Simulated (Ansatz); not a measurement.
**⁵⁷Fe Mössbauer parameters in MgVFeP4O14**

Cell: a Materials Project structure (computed, not necessarily an observed phase), atoms as given.

```yaml
crystal:
  lattice:
    - [5.00758, 0.00000, 0.00000]
    - [2.22271, 6.54405, 0.00000]
    - [0.32964, 0.07833, 8.42446]
  atoms:
    - { symbol: Mg, position: [0.19623, 0.31742, 0.36290] }
    - { symbol: V, position: [0.77688, 0.74432, 0.50437] }
    - { symbol: Fe, position: [0.18184, 0.27667, 0.97506] }
    - { symbol: P, position: [0.61902, 0.53066, 0.18088] }
    - { symbol: P, position: [0.76201, 0.09132, 0.77664] }
    - { symbol: P, position: [0.23706, 0.92811, 0.27986] }
    - { symbol: P, position: [0.37362, 0.48864, 0.67750] }
    - { symbol: O, position: [0.01063, 0.84357, 0.34280] }
    - { symbol: O, position: [0.85098, 0.89622, 0.67961] }
    - { symbol: O, position: [0.82093, 0.48211, 0.03898] }
    - { symbol: O, position: [0.77716, 0.51843, 0.33891] }
    - { symbol: O, position: [0.51638, 0.64711, 0.64029] }
    - { symbol: O, position: [0.41149, 0.98184, 0.41041] }
    - { symbol: O, position: [0.44105, 0.76973, 0.15758] }
    - { symbol: O, position: [0.59976, 0.26384, 0.64615] }
    - { symbol: O, position: [0.56034, 0.09248, 0.91719] }
    - { symbol: O, position: [0.41230, 0.40906, 0.19343] }
    - { symbol: O, position: [0.25856, 0.49609, 0.84707] }
    - { symbol: O, position: [0.14909, 0.49382, 0.55314] }
    - { symbol: O, position: [0.12097, 0.13027, 0.18522] }
    - { symbol: O, position: [0.02086, 0.14446, 0.82319] }
```

Atom numbers follow the list; atoms alike are taken as one site, whose name carries the number of the first.

The numbers come from a DFT calculation in Ansatz (PBE+U (U = 5.0 eV on Fe d, U = 3.1 eV on V d), plane waves and PAW, scalar-relativistic, collinear spin, 420 eV cutoff, Γ-centred 5×4×3 k-points, Fermi–Dirac smearing 0.02 eV). Start moments as typed (μB): -1 on each V, 4 on each Fe, none on the rest.

Isomer shifts (against α-Fe) follow from the electron density at the nucleus, δ = α(ρ − ρ₀), with α = -0.366 mm s⁻¹ a₀³ and ρ₀ = 14904.00 a₀⁻³ from a line fitted to 10 measured compounds at this level of theory (rms miss 0.11 mm/s). ΔE_Q = ½eQV_zz(1 + η²/3)^½ with Q = 0.160 b for the 14.4 keV state. B_c is the Fermi-contact field along the atom's own moment; orbital and dipolar fields are not included.

(1) What would the ⁵⁷Fe spectrum's parameters be?

## Answers

(1) 

```json
{"site": "Fe", "atoms": "3", "first shell": "5 O at 1.93–2.08 Å", "ρ − ρ₀ (a₀⁻³)": "-1.15", "δ (mm/s)": "0.42", "ΔE_Q (mm/s)": "-1.00", "η": "0.92", "|m| (μB)": "3.95", "B_c (T)": "-32.6"}
```

The shift of Fe is typical of high-spin Fe(III).

The largest force is 0.3 eV/Å, so the atoms aren't at the calculated equilibrium and relaxing them would move these values. With these PAW files V_zz is typically within 2 to 3 % of all-electron values, but misses above 10 % occur on Fe. The magnetic order is the one that the run reached from its start moments, not necessarily the measured one. Semilocal functionals underestimate the core's spin polarisation, so contact fields of ionic iron come out too small in magnitude.
